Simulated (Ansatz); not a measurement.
**HCl: do energies and stresses tell the same story?**

These are results of DFT PBEsol, scalar-relativistic, plane waves, PAW in Ansatz 0.2.0, not measurements.

Settings: cutoff 420 eV, Γ-centred mesh 16×16×16 on the computed 2-atom cell, Gaussian smearing of 0.10 eV; no spin polarisation.

Relaxed cell: Fm-3m, a = 4.443 Å, b = 4.443 Å, c = 4.443 Å, α = 90.00°, β = 90.00°, γ = 90.00°, 2 atoms in the primitive cell. Whether it is the stable form of this composition wasn't checked.

Energies at zero smearing and pressures from the stress tensor, at volumes with shape and atoms relaxed:
```json
{"V (Å³/atom)": "10.307", "E − E(first) (meV/atom)": "0.00", "P (GPa)": "4.71"}
{"V (Å³/atom)": "10.636", "E − E(first) (meV/atom)": "-6.99", "P (GPa)": "2.17"}
{"V (Å³/atom)": "10.965", "E − E(first) (meV/atom)": "-9.13", "P (GPa)": "-0.01"}
{"V (Å³/atom)": "11.294", "E − E(first) (meV/atom)": "-7.13", "P (GPa)": "-1.86"}
{"V (Å³/atom)": "11.623", "E − E(first) (meV/atom)": "-1.62", "P (GPa)": "-3.42"}
```

Check P = −dE/dV between neighbouring volumes, and get the bulk modulus from the pressures alone.

With 1 eV/Å³ = 160.2 GPa:
```json
{"middle V (Å³/atom)": "10.471", "−ΔE/ΔV (GPa)": "3.406", "mean P (GPa)": "3.440"}
{"middle V (Å³/atom)": "10.800", "−ΔE/ΔV (GPa)": "1.043", "mean P (GPa)": "1.079"}
{"middle V (Å³/atom)": "11.129", "−ΔE/ΔV (GPa)": "-0.974", "mean P (GPa)": "-0.935"}
{"middle V (Å³/atom)": "11.458", "−ΔE/ΔV (GPa)": "-2.683", "mean P (GPa)": "-2.643"}
```

The two differ by 0.04 GPa at most. The mean of two end pressures misses the average over a step by about ΔV² P″/12, up to 0.03 GPa here; with that taken off 0.02 GPa remains. Around V = 10.965 Å³/atom, the two neighbours give B = −V ΔP/ΔV = 10.965 × 4.03 / 0.658 = 67.1 GPa, against B0 = 67.0 GPa from the Birch–Murnaghan fit of the energies.

Cost: 6 runs of about 0.39 core-minutes in all, on Arm Neoverse V2 (shared hosts).